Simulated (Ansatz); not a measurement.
Electric field gradients in HBr

Level of theory: Ansatz, DFT LDA, scalar-relativistic, plane waves, PAW. Cutoff 420 eV, 10×10×10 k-points (Γ-centred), fixed occupations. No spin polarisation.

Equilibrium structure at this level:
```yaml
crystal:
  lattice:
    - [0.00000, 3.45871, 3.45873]
    - [1.66602, 0.00000, 3.45873]
    - [1.66602, 3.45871, 0.00000]
  atoms:
    - { symbol: H, position: [0.00000, 0.00000, 0.00000] }
    - { symbol: Br, position: [0.50000, 0.50000, 0.50000] }
```

The crystal is built of chains and no dispersion correction was added, so the binding between them is poorly described, and with it their spacing and whatever depends on it.

Question: Give V_zz (10²¹ V/m²) and the asymmetry η at each distinct site.

Answer:
```json
{"atom": "H (atom 1)", "V_zz": "1.10", "η": "0.00"}
{"atom": "Br (atom 2)", "V_zz": "67.17", "η": "0.00"}
```

Cost: 1 run of about 0.044 core-minutes, on Intel Xeon 6975P-C (Granite Rapids) (shared hosts).